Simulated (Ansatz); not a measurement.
ScSi2 in space group P6/mmm (No. 191; Sc on 1a, Si on 2d), the program Ansatz at the PBE level (PAW), all energies at zero smearing, with the estimated change up to a 700 eV cutoff added, with one set of potentials and settings (totals compare only within such a set). Cell of 3 atoms (1 Sc, 2 Si): -3408.562 eV.

```tsv
element	reference phase	E (eV/atom)
Sc	P6_3/mmc, 2 atoms in the cell	-2135.8097
Si	Fd-3m, 2 atoms in the cell	-635.8096
```

Formation energy per atom, worked out: (-3408.562 − 1×(-2135.8097) − 2×(-635.8096))/3 = -0.378 eV/atom (-36 kJ per mol of atoms), at 0 K, without zero-point energy or fitted corrections.

The workflow started from an entry of the Crystallography Open Database (COD). Whether it is the stable phase at ambient conditions was not checked. The PBE relaxation kept the symmetry of its start; its stability against distortions is not shown here. No spin polarisation was allowed. The references are the lowest solids computed at this level, not always the standard phases.

Potentials: the later of the program's two PAW sets.
